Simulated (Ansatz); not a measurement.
Ge (diamond)

```
Ge
1.0
    0.00000     2.83720     2.83720
    2.83720     0.00000     2.83720
    2.83720     2.83720     0.00000
Ge
2
Direct
  0.50000   0.50000   0.50000
  0.75000   0.75000   0.75000
```

The slice is a {110} plane (indices of the conventional cell) through the point (0.500, 0.500, 0.500) (fractional), spanned by u = [100] and v = [1 -1 -1] in vectors of this cell: u (4.01 Å) and v (5.67 Å, at 90° to u). It covers one period; positions are fractions (u, v).

Calculation: r2SCAN (plane waves to 500 eV, PAW, scalar-relativistic; Ansatz, a first-principles code). k mesh 10×10×10. Inside the PAW spheres the values are not all-electron values, and peaks at nuclei hang on which shells count as valence. Ge was relaxed with its symmetry unable to fall.

Task: The ELF has a maximum in the middle third of the Ge–Ge line. Where, and how high?

Result: 0.78, 1.2 Å from Ge.

Task: What is the valence density on the shortest Ge–Ge line in this plane (2.46 Å), at its midpoint?

Result: 0.51 e/Å³.

Task: Predict the map of the electron localisation function (ELF) on the slice.

Result: 
```
|xxx-+#@%#***#%@#+-xx|
|xx:=*%@%#+++#%@%*=:x|
|:-=*%@@#+===+#@@%*=-|
|==+#@@%*=-:-=*%@@#+=|
|++#%@%*=:xxx:=*%@%#+|
|**#%%#+-xxxxx-+#%%#*|
|++*##+=:xxxxx:=+##*+|
|--=+*+=:xxxxx:=+*+=-|
|..:=+==-:xxx:-==+=:.|
|  .:====--:--====:. |
|   .-===========-.  |
|   .:-=+++++++=-:.  |
|    .:-=++*++=-:.   |
|     .:-==+==-:.    |
|      ..::-::..     |
|        .....       |
|                    |
|                    |
|...               ..|
|-::..           ..::|
|+==-:.         .:-==|
|*++=-:.       .:-=++|
|++++=-:.     .:-=+++|
|======-.     .-=====|
|:--====:.   .:====--|
|xx:-==+=:...:=+==-:x|
|xxx:=+*+=---=+*+=:xx|
|xxx:=+##*+++*##+=:xx|
```
Scale: ten equal steps from 0.01 (start of ' ') to 0.78 (end of '@'), in the order ' .:-=+*#%@'. Values: electron localisation function (ELF). The map has 20 points along u (one character each, u = 0 at the left) and 28 along v (v = 0 in the bottom row). Points within 0.5 Å of a nucleus are blanked (x), as the pseudised field means little there.
